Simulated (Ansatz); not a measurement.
Method: Ansatz 0.2.0, DFT PBE, scalar-relativistic, plane waves, PAW. All cells share a 420 eV cutoff and Γ-centred k meshes spaced at most about 0.3 Å⁻¹ (about 0.25 or finer for metals, 2π included). No spin polarisation in the final relaxations.

These are static total energies at zero pressure.

Two relaxed structures of In₂PtSe₂:

A. Space group Immm (No. 71), orthorhombic, a = 3.721 Å, b = 7.897 Å, c = 8.871 Å. In has 2 Se at 3.12 Å, 2 Pt at 3.21 Å, 4 Se at 3.44 Å and 3 In at 3.64–3.72 Å; around Pt lie 4 Se at 2.52 Å and 4 In at 3.21 Å; around Se lie 2 Pt at 2.52 Å, 2 In at 3.12 Å, 1 Se at 3.40 Å and 4 In at 3.44 Å.

B. Space group Cmmm (No. 65), orthorhombic, a = 5.847 Å, b = 8.197 Å, c = 5.954 Å. In is surrounded by 2 In at 2.92 Å and 2 Se at 2.98 Å; around Pt lie 4 Se at 2.52 Å; Se has 2 Pt at 2.52 Å, 2 Se at 2.92 Å and 2 In at 2.98 Å.

Question: Which is lower in energy, and by how much?

Answer: A is lower, by 0.40 eV/atom. A has space group Immm (No. 71), 26.1 Å³/atom and no gap on its mesh; B has space group Cmmm (No. 65), 28.5 Å³/atom and no gap. Counting Se atoms around In and Pt (those within 1.25 times the shortest such distance or 1.15 times the sum of covalent radii, 1.27 where that leaves under three; a plus sign parts nearer from farther groups; the shortest distance is added where it exceeds 1.18 times the sum of covalent radii), A has In 2+4 from 3.1 Å, Pt 4 and B has In 2, Pt 4. The denser one is the lower, and pressure would at first widen the difference. Both come from invented guesses.

Spin–orbit coupling, which can matter for Pt, is left out. Cells relaxed within their symmetry can be saddle points.
